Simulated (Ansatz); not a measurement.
CdTe:
```yaml
crystal:
  lattice:
    - [4.56116, 0.00000, 0.00000]
    - [-2.28058, 3.95008, 0.00000]
    - [0.00000, 0.00000, 10.46920]
  atoms:
    - { symbol: Cd, position: [0.50038, 0.00000, 0.33333] }
    - { symbol: Cd, position: [0.00000, 0.50038, 0.66667] }
    - { symbol: Cd, position: [0.49962, 0.49962, 0.00000] }
    - { symbol: Te, position: [0.50017, 0.00000, 0.83333] }
    - { symbol: Te, position: [0.00000, 0.50017, 0.16667] }
    - { symbol: Te, position: [0.49983, 0.49983, 0.50000] }
```

Relaxed with r²SCAN. Special points in fractions of this cell's reciprocal vectors: Γ (0.000, 0.000, 0.000); M (0.500, 0.000, 0.000); K (0.333, 0.333, 0.000); A (0.000, 0.000, 0.500); L (0.500, 0.000, 0.500); H (0.333, 0.333, 0.500).

### Question
List the band energies nearest the valence-band maximum at these points for the program Ansatz at the r²SCAN level (PAW).

### Answer
In eV from the valence-band maximum; about four levels below and three above (degenerate sets whole), none deeper than 8.9 eV; points with the same levels are listed once.

```json
[
 {"k": "Γ", "below": "-0.57 -0.57 -0.42 -0.12", "above": "0.60 2.94 2.94"},
 {"k": "M", "below": "-1.59 -1.45 -1.14 -1.08", "above": "1.88 2.17 2.74"},
 {"k": "K", "below": "-2.34 -2.34 -1.74 -1.17 -1.17", "above": "1.40 3.03 3.03"},
 {"k": "A", "below": "-0.61 -0.50 -0.50 0.00", "above": "2.14 2.14 3.06"},
 {"k": "L", "below": "-1.52 -1.52 -1.26 -1.01", "above": "1.58 2.58 3.06"},
 {"k": "H", "below": "-2.54 -2.54 -1.60 -0.67", "above": "2.84 2.84 2.97"}
]
```

Space group P6_422. The first step of the workflow began from a Materials Project structure, measured or hypothetical; the Crystallography Open Database copy checked does not list it. It is not the phase usual at ambient conditions (space group No. 216). The r²SCAN relaxation kept the symmetry of its start; its stability against distortions is not shown here. Point labels and valley counts follow the cell and symmetry of the run, lower than the named group. Scalar-relativistic: spin–orbit coupling is off unless named, which matters more the heavier the elements.

Potentials: the later of the program's two PAW sets.
